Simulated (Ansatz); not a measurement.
Polymorphs of Si, each relaxed with DFT-r²SCAN in the program Ansatz with PAW potentials:

A: P6_3/mmc
a = 3.832 Å, b = 3.832 Å, c = 6.341 Å, α = 90.00°, β = 90.00°, γ = 120.00°

```tsv
atom	site	symmetry	x	y	z
Si	4f	3m.	0.3333	0.6667	0.0631
```

B: Ia-3
a = b = c = 6.6473 Å, α = β = γ = 90.00°

| atom | site | symmetry | x | y | z |
|---|---|---|---|---|---|
| Si | 16c | .3. | 0.1007 | 0.1007 | 0.1007 |

C: Cmcm
a = 3.8309 Å, b = 10.7178 Å, c = 12.6836 Å, α = β = γ = 90.00°

```tsv
atom	site	symmetry	x	y	z
Si	8f	m..	0.0000	0.2427	0.5549
Si	8f	m..	0.0000	0.5713	0.1573
Si	8f	m..	0.0000	0.0287	0.5906
```

Q: Rank these by energy per atom at 0 K (lowest first), as r²SCAN gives it.

A: A (+0 meV/atom), C (+97 meV/atom), B (+173 meV/atom)

Q: Give each one's gap.

A: A 0.61 eV; B no gap; C 0.70 eV.

Not the usual ambient phase: A; B; C. All cells were relaxed under the symmetry of their starts (and spin orders); stability against distortions was not tested throughout.

Energies hold the estimated change up to a 700 eV cutoff; steps of a few meV lie near the error of the meshes.

Potentials: the earlier of the program's two PAW sets.
